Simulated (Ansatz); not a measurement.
MgS (rock salt, Fm-3m) at seven volumes, the program Ansatz at the PBE level (PAW), scaled uniformly. One row is withheld.

```tsv
V (Å³/atom)	P (GPa)
16.268	8.47
16.805	5.20
17.341	2.41
17.877	0.01
18.414	?
18.950	-3.82
19.486	-5.34
```

Fit the shown pressures and predict the withheld one.

P = (3/2)B₀(x^(7/2) − x^(5/2))[1 + (3/4)(B′ − 4)(x − 1)] with x = (V₀/V)^(2/3). Least squares on the six rows gives V₀ = 17.880 Å³/atom, B₀ = 73.9 GPa, B′ = 4.07. At V = 18.414, x = 0.9806 and P = -2.05 GPa. The run itself gave -2.05 GPa.

Symmetry was held in the PBE relaxation.

Potentials: the later of the program's two PAW sets.
